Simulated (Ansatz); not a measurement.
## Field gradients at the nuclei in SiP2O7

The cell is a COD entry (perhaps calculated rather than measured), ions relaxed with PBE at fixed cell.

```cif
data_SiP2O7
_symmetry_space_group_name_H-M 'Pa-3'
_symmetry_Int_Tables_number 205
_cell_length_a 7.4730
_cell_length_b 7.4730
_cell_length_c 7.4730
_cell_angle_alpha 90.000
_cell_angle_beta 90.000
_cell_angle_gamma 90.000
loop_
_atom_site_label
_atom_site_type_symbol
_atom_site_symmetry_multiplicity
_atom_site_Wyckoff_symbol
_atom_site_fract_x
_atom_site_fract_y
_atom_site_fract_z
Si Si 4 a 0.0000 0.0000 0.0000
P P 8 c 0.3758 0.3758 0.3758
O13 O 24 d 0.4374 0.1844 0.3756
O37 O 4 b 0.5000 0.5000 0.5000
```

One atom of each set is listed.

Computed with Ansatz: DFT, PBE, plane waves and PAW, scalar-relativistic, 420 eV cutoff, Γ-centred 3×3×3 k-points, Fermi–Dirac smearing 0.02 eV.

C_Q = eQV_zz/h, which is 24.18 MHz for Q = 1 b and V_zz = 10²¹ V/m²; η = (V_xx − V_yy)/V_zz.

17O: I = 5/2, Q = -25.58 mb. Nuclear quadrupole moments: year-2017 set (Pyykkö).

```
site  atoms                                first shell  V_xx, V_yy, V_zz (10²¹ V/m²)     η  C_Q (MHz)
  Si      4                              6 O at 1.73 Å             0.26, 0.26, -0.51  0.00          –
   P      8                         4 O at 1.50–1.61 Å            -2.56, -2.56, 5.12  0.00          –
 O13     24  1 P at 1.50 Å, 1 Si at 1.73 Å, angle 147°           -4.44, -7.56, 12.00  0.26      -7.42
 O37      4                  2 P at 1.61 Å, angle 180°           -8.52, -8.52, 17.04  0.00      -10.5
```

An axis of threefold or higher order runs through Si, P and O37, so V_zz lies along it and η is zero. At O13 V_zz points along the shorter of its two bonds, to P (within 10°).

Si, P have no stable isotope with a ground-state quadrupole moment in the table, so no C_Q is given.

At this cell the PBE pressure is 13 GPa, so with PBE the cell would grow if it were relaxed. The entry's cell may itself be off.

The relaxation (7 steps) took 2.6 min of wall time (2.6 min of CPU time) and 0.83 GiB at its peak, on 1 thread of Arm Neoverse V1 (aarch64; 8 cores open to the job, memory cap 3.0 GiB, no GPU), a shared host with a load of 0.7 a core.
